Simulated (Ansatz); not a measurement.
LaPb$_{3}$:
```xyz
4
Lattice="4.9489 0.0000 0.0000 0.0000 4.9489 0.0000 0.0000 0.0000 4.9489" Properties=species:S:1:pos:R:3 pbc="T T T"
La     0.0000     0.0000     0.0000
Pb     0.0000     2.4744     2.4744
Pb     2.4744     0.0000     2.4744
Pb     2.4744     2.4744     0.0000
```

Relaxed with r²SCAN.

Q: Map the electron localisation function on the plane through (0.000, 0.000, 0.000) spanned by u = [1, 1, 0] and v = [1, 0, 1] in lattice vectors, from plane-wave PAW r²SCAN (Ansatz code).

A: x is the fraction of u, y of v (the angle between them is 60°; rows are the nearest grid lines); atoms in the plane: La at (0.00, 0.00), Pb at (0.50, 0.50), Pb at (0.00, 0.50), Pb at (0.50, 0.00).
```
|  -%@@*:.:====-.    .-====:.:*@@%-  |
|-:-#@@%+..:=====:    :=====:..+%@@#-|
|%##%@@%+:..-=====-...-=====-..:+%@@%|
|@@@@@@#+:..:--=============--:..:+#@|
|*#%%%#*-...::---=-======-=---::...-*|
|...:::....:----------------------:..|
|:........:-====---:::---:::---====-:|
|=+=-::::-=+======---:::::::---======|
|====--:--==========---::::---=======|
|-=====---=====-::-===---::---===-::-|
|.:====----====:.  .-==--:::--==-.  .|
|   -==------==-     .===--:--===.   |
|   .===--:--===.     -==------==-   |
|.  .-==--:::--==-.  .:====----====:.|
|-::-===---::---===-::-=====---=====-|
|=======---::::---==========--:--====|
|======---:::::::---======+=-::::-=+=|
|:-====---:::---:::---====-:........:|
|..:----------------------:....:::...|
|*-...::---=-======-=---::...-*#%%%#*|
|@#+:..:--=============--:..:+#@@@@@@|
|%@@%+:..-=====-...-=====-..:+%@@%##%|
|-#@@%+..:=====:    :=====:..+%@@#-:-|
|  -%@@*:.:====-.    .-====:.:*@@%-  |
```
Scale: ten equal steps from 0.001 (start of ' ') to 0.849 (end of '@'), in the order ' .:-=+*#%@'; x runs from 0.000 to 1.00, y from 0.000 (bottom) to 1.00 (top).

The density is the valence pseudo-density with augmentation charge, so density and ELF within about 1 Å of a nucleus are not all-electron values.

Space group Pm-3m (Cu3Au type). The workflow started from an entry of the Crystallography Open Database (COD). Its standing as an ambient phase is unchecked. The cell was relaxed with r²SCAN under the symmetry of its start; whether a distortion lowers the energy is not shown. Scalar-relativistic: spin–orbit coupling is off unless named, which matters more the heavier the elements.

Potentials: the later of the program's two PAW sets.
